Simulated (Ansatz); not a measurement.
ZrPbO$_{3}$:
```
ZrPbO3
1.0
    4.10848     0.00000     0.00000
    0.00000     4.10848     0.00000
    0.00000     0.00000     4.10848
Zr Pb O
1 1 3
Cartesian
  0.00000   0.00000   0.00000
  2.05424   2.05424   2.05424
  2.05424   0.00000   0.00000
  0.00000   2.05424   0.00000
  0.00000   0.00000   2.05424
```

Cartesian axes are those of the cell as given.

Problem. Give the high-frequency dielectric tensor and the Born effective charge tensors of the independent atoms from DFPT, the program Ansatz at the LDA level (PAW).

Solution. 
ε∞:
```
6.94  0.00  0.00
0.00  6.94  0.00
0.00  0.00  6.94
```
Z* of atom 1 (Zr), rows: field, columns: displacement, in e:
```
5.91  0.00  0.00
0.00  5.91  0.00
0.00  0.00  5.91
```
Z* of atom 2 (Pb), rows: field, columns: displacement, in e:
```
3.92  0.00  0.00
0.00  3.92  0.00
0.00  0.00  3.92
```
Z* of atom 3 (O), rows: field, columns: displacement, in e:
```
-4.86   0.00   0.00
 0.00  -2.49   0.00
 0.00   0.00  -2.49
```

Space group Pm-3m (cubic perovskite). The first step of the workflow began from a Materials Project structure, measured or hypothetical; the Crystallography Open Database copy checked does not list it. COD files the formula under space group No. 38, 55. Whether it is the stable phase at ambient conditions was not checked. The LDA relaxation kept the symmetry of its start. At this level the phase is dynamically unstable (imaginary phonons). No spin polarisation was allowed. Scalar-relativistic: spin–orbit coupling is off unless named, which matters more the heavier the elements.

Potentials: the later of the program's two PAW sets.
